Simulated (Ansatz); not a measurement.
NbSn$_{2}$ in space group Fddd (No. 70; Nb on 16g, Sn on 16f, Sn on 16g) at seven volumes, the program Ansatz at the PBEsol level (PAW), shape and atoms relaxed at each. One row is withheld.

```
V (Å³/atom)  P (GPa)
-----------  -------
19.950             ?
20.608          7.74
21.266          3.55
21.923          0.00
22.581         -2.98
23.239         -5.48
23.896         -7.58
```

Q: Fit the shown pressures and predict the withheld one.

A: Third-order Birch–Murnaghan: P = (3/2)B₀(x^(7/2) − x^(5/2))[1 + (3/4)(B′ − 4)(x − 1)] with x = (V₀/V)^(2/3). Least squares on the six rows gives V₀ = 21.924 Å³/atom, B₀ = 108.0 GPa, B′ = 4.76. At V = 19.950, x = 1.0649 and P = 12.76 GPa. The run itself gave 12.71 GPa.

The workflow started from a Materials Project entry (that database holds measured and hypothetical structures alike); the Crystallography Open Database files this formula in space group No. 70, but the cells were not matched. Its standing as an ambient phase is unchecked. The PBEsol relaxation kept the symmetry of its start; whether a distortion lowers the energy is not shown. The run is not spin-polarised. Scalar-relativistic: spin–orbit coupling is off unless named, which matters more the heavier the elements.

Potentials: the later of the program's two PAW sets.
